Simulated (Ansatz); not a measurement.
## EuZn₃ (AuCu3-type structure)

Method: PBEsol, scalar-relativistic; collinear spin; PAW, 420 eV, Γ-centred 8×8×8 mesh, 0.05 eV Gaussian smearing; code Ansatz; PAW files: Ansatz's generated set soft_2.

```
Eu Zn
1.0
     4.30078    0.00000    0.00000
     0.00000    4.30078    0.00000
     0.00000    0.00000    4.30078
Eu Zn
1 3
Cartesian
  0.0000 0.0000 0.0000
  0.0000 2.1504 2.1504
  2.1504 2.1504 0.0000
  2.1504 0.0000 2.1504
```

The start was a prototype's sites filled with these elements, not a measured cell.

Magnetic state: ferromagnetic, site spin moments Eu 6.74; Zn 0.09 μB.

The cell is relaxed to zero pressure at this level.

The cell has space group Pm-3m (read at 0.01 Å). In it the stress is 0.04, 0.04, 0.04, 0.00, 0.00, 0.00 GPa and the largest force component 0.000 eV/Å. Each change below starts from this cell, without further relaxation. Stress is in GPa, positive in compression, in the order xx, yy, zz, yz, xz, xy; energies are counted from the cell above and are free energies with the smearing's entropy, which match forces and stress in a metal.

Q: One atom was moved along a Cartesian axis, and these forces appeared. Which atom, and about how far?
```tsv
atom	Fx (eV/Å)	Fy	Fz
Eu1	-0.750	0.000	0.000
Zn2	0.027	0.000	0.000
Zn3	0.361	0.000	0.000
Zn4	0.361	0.000	0.000
```

A: Atom 1 (Eu) is moved by 0.12 Å along x; the energy changes by 44.9 meV per cell.

Q: A single strain component, atoms carried along, gave the stress 1.00, 1.00, 1.36, 0.00, 0.00, 0.00. Which component, and about how large?

A: An engineering strain of -2 % in zz; the energy changes by 6.8 meV per cell.

Without a U the 4f levels of Eu lie too near the Fermi level, so their share of the states there, and what hangs on it, is overstated. For elements this heavy, spin–orbit coupling would shift levels and gaps; it isn't included here. Site moments are of spin, integrated over atomic spheres. Only parallel moments were tried, so the real magnetic order may be another.
